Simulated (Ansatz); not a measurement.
## MgO: from a starting cell to a relaxed one

The start is a generated cell, MgO placed in the AFLOW prototype AB_oP8_62_c_c (B16, as in GeS). The structure is fully relaxed (lattice and positions, P = 0) with PBE (plane waves to 420 eV, PAW, scalar-relativistic; Ansatz, an electronic-structure program). The first steps use a coarse 3×8×7 k-mesh.

The start:
```
CELL_PARAMETERS angstrom
      8.75957     0.00000     0.00000
      0.00000     3.05997     0.00000
      0.00000     0.00000     3.60639
ATOMIC_POSITIONS crystal
  O  0.37500 0.25000 0.33300
  O  0.87500 0.25000 0.16700
  O  0.62500 0.75000 0.66700
  O  0.12500 0.75000 0.83300
  Mg 0.13900 0.25000 0.38900
  Mg 0.63900 0.25000 0.11100
  Mg 0.86100 0.75000 0.61100
  Mg 0.36100 0.75000 0.88900
```

### Question
What pressure does the first self-consistent step give?

### Answer
-16.2 GPa (negative: the cell is under tension).

### Question
What symmetry does the relaxed structure have?

### Answer
The space group goes from Pnma (No. 62) to Fm-3m (No. 225); the end is rock salt type, with 2 atoms in the primitive cell.

### Question
How does the volume per atom move from start to end?

### Answer
-20.3 %, from 12.08 to 9.63 Å³/atom.

### Question
How do the shortest distances between atoms change?

### Answer
The closest pairs of elements (up to four, under 3.6 Å), start → end: Mg–O 2.08 → 2.13 Å; O–O 2.93 → 3.01 Å; Mg–Mg 2.99 → 3.01 Å.

### Question
What band gap does the relaxed structure have at this level?

### Answer
4.46 eV, direct at Γ (no spin-orbit coupling).

### Question
Give the final cell and atomic positions.

### Answer

```cif
data_Mg4O4
_chemical_formula_sum 'O4 Mg4'
_space_group_name_H-M_alt 'Fm-3m'
_space_group_IT_number 225
_space_group_name_Hall '-F 4 2 3'
_cell_length_a 4.25452
_cell_length_b 4.25452
_cell_length_c 4.25452
_cell_angle_alpha 90.000
_cell_angle_beta 90.000
_cell_angle_gamma 90.000
loop_
_atom_site_label
_atom_site_type_symbol
_atom_site_symmetry_multiplicity
_atom_site_Wyckoff_symbol
_atom_site_fract_x
_atom_site_fract_y
_atom_site_fract_z
_atom_site_occupancy
O1 O 4 a 0.00000 0.00000 0.00000 1
Mg1 Mg 4 b 0.50000 0.50000 0.50000 1
```
(The calculation used a cell of 2 atoms; values per cell refer to that cell.)

Final values are on a 13×13×13 k-mesh of the relaxed cell. No spin polarisation in the result.

The run could not lose the symmetry of its start.
